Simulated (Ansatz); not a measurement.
A geometry of PtS2 away from equilibrium: the start of the relaxation of a generated cell, PtS2 built in the AFLOW prototype A2B_tI12_140_h_a (C16, as in Al2Cu). The numbers are results of r2SCAN (plane waves to 500 eV, PAW, scalar-relativistic; Ansatz, an electronic-structure program), not measurements. Γ-centred k-mesh 8×8×8 on the run's cell, Fermi–Dirac smearing 0.05 eV.

```xyz
6
Lattice="-3.2047 3.2047 2.5786 3.2047 -3.2047 2.5786 3.2047 3.2047 -2.5786" Properties=species:S:1:pos:R:3:forces:R:3 pbc="T T T" free_energy=-28691.870 pressure_GPa=-4.2
S      4.2174     1.0127     0.0000   -0.1112   -0.1112    0.0000
S      1.0127     2.1920     0.0000   -0.1112    0.1112    0.0000
S      2.1920     1.0127     2.5786    0.1112   -0.1112    0.0000
S     -1.0127     2.1920     2.5786    0.1112    0.1112    0.0000
Pt     0.0000     0.0000     3.8679    0.0000    0.0000    0.0000
Pt     0.0000     0.0000     1.2893    0.0000    0.0000    0.0000
```

Positions in Å, forces in eV/Å, free energy of the cell in eV (comparable only within this code, potentials and settings). Largest force: 0.16 eV/Å, on S1, S2, S3, S4 (atoms numbered as listed); the geometry lies 0.38 eV/atom above the end of its relaxation.

The relaxed cell holds bonded S–S pairs (2.03 Å). No spin polarisation in the result.

The run could not lose the symmetry of its start: the end is stationary, and may be a saddle point rather than a minimum.

The end of the path is a generated cell of PtS2: the first start was made by placing the elements on the sites of a structure type, and the end was not matched to a known phase here, so it may be hypothetical. Known forms of PtS2 include space group No. 164.
